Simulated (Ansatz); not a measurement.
Bi₂CaSe₃ in space group P-3m1 (No. 164; Se on 2d, Bi on 2d, Se on 1a, Ca on 1b), r²SCAN+D4 in the plane-wave PAW code Ansatz, all energies at zero smearing, with the estimated change up to a 700 eV cutoff added, with one set of potentials and settings (totals compare only within such a set). Cell of 6 atoms (3 Se, 2 Bi, 1 Ca): -43083.543 eV.

```tsv
element	reference phase	E (eV/atom)
Se	P3_121, 3 atoms in the cell	-5478.2513
Bi	R-3m, 2 atoms in the cell	-12411.2119
Ca	Fm-3m, 1 atoms in the cell	-1821.7300
```

Formation energy per atom, worked out: (-43083.543 − 3×(-5478.2513) − 2×(-12411.2119) − 1×(-1821.7300))/6 = -0.773 eV/atom (-75 kJ per mol of atoms), at 0 K, without zero-point energy or fitted corrections.

A made-up cell: these elements were put on the sites of a structure type; neither database checked (COD, Materials Project) lists it. Whether it is the stable phase at ambient conditions was not checked. The r²SCAN+D4 relaxation kept the symmetry of its start; whether a distortion lowers the energy is not shown. The references are the lowest solids computed at this level, not always the standard phases. Spin–orbit coupling is left out wherever it is not named.

Potentials: the later of the program's two PAW sets.
